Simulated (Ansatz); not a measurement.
The cell below belongs to a search over invented structures; it isn't taken from experiment.

Input and command of a plane-wave DFT calculation in Ansatz:

```yaml
crystal:
  lattice:
    - [3.6454026249, 2.182760048, 3.2615770818]
    - [-3.8460564579, 2.2445721238, 3.4473526663]
    - [-0.0467960886, -4.4157433302, 3.3469300698]
  atoms:
    - { symbol: Ga, position: [0.2857896974, 0.7866507378, 0.2493477981] }
    - { symbol: Ga, position: [0.9409659944, 0.9309845704, 0.9418577148] }
    - { symbol: Ga, position: [0.7235608273, 0.2881963037, 0.2490408091] }
    - { symbol: Ga, position: [0.2785668213, 0.2489706292, 0.7912376836] }
    - { symbol: B, position: [0.7601786327, 0.7405397432, 0.7494007653] }
    - { symbol: As, position: [0.5045931556, 0.5121143651, 1.0138386926] }
    - { symbol: As, position: [0.5382576486, 0.9984061701, 0.5201076465] }
    - { symbol: As, position: [0.9680872228, 0.4941374804, 0.48516889] }
basis:
  ecutwfc: 420
kpoints:
  mp_grid: { grid: [6, 6, 6] }
hamiltonian:
  xc: pbe
scf:
  occupations: { method: gaussian, width: 0.2 }
  lower_state_search: "off"
output:
  forces: true
  stress: true
  eigenvalues: true
relax:
  adjacent_minimum: "off"
  f_tol: 0.025
  max_steps: 60
  cell: { stress_tol: 0.25 }
```

```bash
ansatz run input.yaml --threads 1 --pin off --max-ram 2560MiB --backend cpu --events-out ev --progress --plain --runs-dir out
```

Processor: Intel(R) Xeon(R) 6975P-C (Granite Rapids), 1 thread, on a host shared with other jobs.

Question: How long does it run, and how much memory does it take?

Answer: About 7.5 min, peak memory 1 GiB. It solves 60 bands at 112 k points (after reduction by symmetry) with about 3285 plane waves (on the last cell), in 46 SCF iterations over 7 ionic steps.
